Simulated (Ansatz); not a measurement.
The calculation used DFT PBE, scalar-relativistic, plane waves, PAW (Ansatz). All cells share a 420 eV cutoff and Γ-centred k meshes spaced at most about 0.3 Å⁻¹ (about 0.25 or finer for metals, 2π included). No spin polarisation in the final relaxations.

Temperature and zero-point effects are left out. All come from trial cells, and lower structures may exist.

Question: Order these relaxed structures of Ca4Au by energy, lowest first, with the energy over the lowest of them.
A.

```xyz
5
Lattice="-1.8410 3.5856 6.9365 1.8410 -3.5856 6.9365 1.8410 3.5856 -6.9365" Properties=species:S:1:pos:R:3 pbc="T T T"
Ca    1.8410    1.7477   -1.7858
Ca    0.0000    1.8379    8.7223
Ca    1.8410    1.7477    1.7858
Ca    0.0000    1.8379    5.1507
Au    0.0000    0.0000    0.0000
```

B.

```xyz
5
Lattice="5.9319 0.0000 0.0000 0.0000 5.9319 0.0000 0.0000 0.0000 5.9319" Properties=species:S:1:pos:R:3 pbc="T T T"
Ca    4.3189    4.3189    4.3189
Ca    1.6130    1.6130    4.3189
Ca    1.6130    4.3189    1.6130
Ca    4.3189    1.6130    1.6130
Au    0.0000    0.0000    0.0000
```

C.

```xyz
5
Lattice="5.8022 0.0000 0.0000 0.0000 5.8022 0.0000 0.0000 0.0000 5.8022" Properties=species:S:1:pos:R:3 pbc="T T T"
Ca    2.9011    0.0000    0.0000
Ca    0.0000    2.9011    0.0000
Ca    0.0000    0.0000    2.9011
Ca    2.9011    2.9011    2.9011
Au    0.0000    0.0000    0.0000
```

D.

```xyz
5
Lattice="-3.5882 3.5882 3.5882 3.5882 -3.5882 3.5882 3.5882 3.5882 -3.5882" Properties=species:S:1:pos:R:3 pbc="T T T"
Ca    1.7941   -1.7941    1.7941
Ca    1.7941    1.7941    1.7941
Ca    1.7941    1.7941   -1.7941
Ca   -1.7941    1.7941    1.7941
Au    0.0000    0.0000    0.0000
```

Answer: C (0 meV/atom), A (99 meV/atom), D (132 meV/atom), B (228 meV/atom). Forms: C Pm-3m; A Immm; D Im-3m; B P-43m. Counting all near atoms (those within 1.25 times the shortest distance at each site; a plus sign parts nearer from farther groups; a slash parts the counts of unlike sites): C has Ca 2/12+8, Au 6; A has Ca 2+7, Au 8+2; D has Ca 2+6, Au 8; B has Ca 1, Au 4.

These runs have no spin–orbit coupling, which can matter for Au. A magnetic state wasn't ruled out in cells without spin, among them P-43m. Cells relaxed within their symmetry can be saddle points. Some types were kept out of the candidates beforehand, so the set may lack a known form.
